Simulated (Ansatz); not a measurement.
ZnS:
```
CELL_PARAMETERS angstrom
      0.00000     2.64836     2.64836
      2.64836     0.00000     2.64836
      2.64836     2.64836     0.00000
ATOMIC_POSITIONS crystal
  S  0.75000 0.75000 0.75000
  Zn 0.00000 0.00000 0.00000
```

x, y and z are the axes in which the lattice vectors are written.

Task: Give the proper piezoelectric stress tensor with relaxed ions from DFT-LDA in the program Ansatz with PAW potentials.

Result: In C/m², rows x, y, z, Voigt columns; mesh uncertainty up to 0.00.
```
 0.00   0.00   0.00  -0.15   0.00   0.00
 0.00   0.00   0.00   0.00  -0.15   0.00
 0.00   0.00   0.00   0.00   0.00  -0.15
```

The elastic tensor of the same run (GPa):

```
 117  71.4  71.4   0.0   0.0   0.0
71.4   117  71.4   0.0   0.0   0.0
71.4  71.4   117   0.0   0.0   0.0
 0.0   0.0   0.0  52.1   0.0   0.0
 0.0   0.0   0.0   0.0  52.1   0.0
 0.0   0.0   0.0   0.0   0.0  52.1
```

Task: Convert to strain constants d = e·S.

Result: In pC/N:
```
 0.0   0.0   0.0  -2.9   0.0   0.0
 0.0   0.0   0.0   0.0  -2.9   0.0
 0.0   0.0   0.0   0.0   0.0  -2.9
```

Space group F-43m (zinc blende). Symmetry was held in the LDA relaxation; phonons on a q-mesh show no instability.

Potentials: the later of the program's two PAW sets.
